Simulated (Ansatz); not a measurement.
HBr:
```xyz
4
Lattice="3.1345 -2.6447 0.0000 3.1345 2.6447 0.0000 0.0000 0.0000 5.4400" Properties=species:S:1:pos:R:3 pbc="T T T"
H      3.1345     2.3231     4.4428
H      3.1345    -2.3231     1.7228
Br     3.1345     1.2966     0.0234
Br     3.1345    -1.2966     2.7434
```

Relaxed with r²SCAN+D4. Special points in fractions of this cell's reciprocal vectors: Γ (0.000, 0.000, 0.000); Y (0.500, 0.500, 0.000); F0 (0.428, 0.572, 0.000); Δ0 (-0.428, 0.428, 0.000); Z (0.000, 0.000, 0.500); B0 (-0.428, 0.428, 0.500); G0 (0.428, 0.572, 0.500); T (0.500, 0.500, 0.500); S (0.000, 0.500, 0.000); R (0.000, 0.500, 0.500).

### Question
List the band energies nearest the valence-band maximum at these points for r²SCAN+D4 (plane waves, PAW; program Ansatz).

### Answer
In eV from the valence-band maximum; about four levels below and three above (degenerate sets whole), none deeper than 8.9 eV; points with the same levels are listed once.

```tsv
k	below	above
Γ	-0.61 -0.47 -0.40 0.00	5.27 6.32 7.28
Y	-2.02 -0.92 -0.77 -0.58	5.49 5.75 7.27
F0	-1.96 -1.02 -0.83 -0.55	5.71 6.00 7.46
Z	-0.99 -0.99 -0.24 -0.24	7.41 7.41 8.52 8.52
B0	-1.33 -1.33 -1.11 -1.11	6.83 6.83 9.47 9.47
T	-1.39 -1.39 -1.21 -1.21	7.01 7.01 9.30 9.30
S	-1.51 -1.31 -0.56 -0.46	7.12 7.53 9.41
R	-1.01 -1.01 -0.31 -0.31	6.13 6.13 8.95 8.95
```

Space group Cmc2_1. The workflow started from an entry of the Crystallography Open Database (COD), which files this formula under 3 space groups. The cell was relaxed with r²SCAN+D4 under the symmetry of its start; of distortions, only those at the zone centre were tested. The substance is a gas or liquid at ambient conditions. Spin–orbit coupling is left out wherever it is not named.

Potentials: the later of the program's two PAW sets.
